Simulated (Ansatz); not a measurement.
Pb₂ClO₂ in space group I4/mmm (No. 139; Pb on 4e, O on 4d, Cl on 2b), r²SCAN+D4 in the plane-wave PAW code Ansatz, all energies at zero smearing, with the estimated change up to a 700 eV cutoff added, with one set of potentials and settings (totals compare only within such a set). Cell of 5 atoms (2 Pb, 2 O, 1 Cl): -26063.550 eV.

```json
[
 {"element": "Pb", "reference phase": "Fm-3m, 1 atoms in the cell", "E (eV/atom)": "-11920.9940"},
 {"element": "O", "reference phase": "C2/m, 4 atoms in the cell, spin-polarised", "E (eV/atom)": "-566.0549"},
 {"element": "Cl", "reference phase": "Cmce, 4 atoms in the cell", "E (eV/atom)": "-1083.6978"}
]
```

Formation energy per atom, worked out: (-26063.550 − 2×(-11920.9940) − 2×(-566.0549) − 1×(-1083.6978))/5 = -1.151 eV/atom (-111 kJ per mol of atoms), at 0 K, without zero-point energy or fitted corrections.

The workflow started from an entry of the Crystallography Open Database (COD). Its standing as an ambient phase is unchecked. The cell was relaxed with r²SCAN+D4 under the symmetry of its start; its stability against distortions is not shown here. The references are the lowest solids computed at this level, not always the standard phases (solids in place of the gases). Scalar-relativistic: spin–orbit coupling is off unless named, which matters more the heavier the elements.

Potentials: the later of the program's two PAW sets.
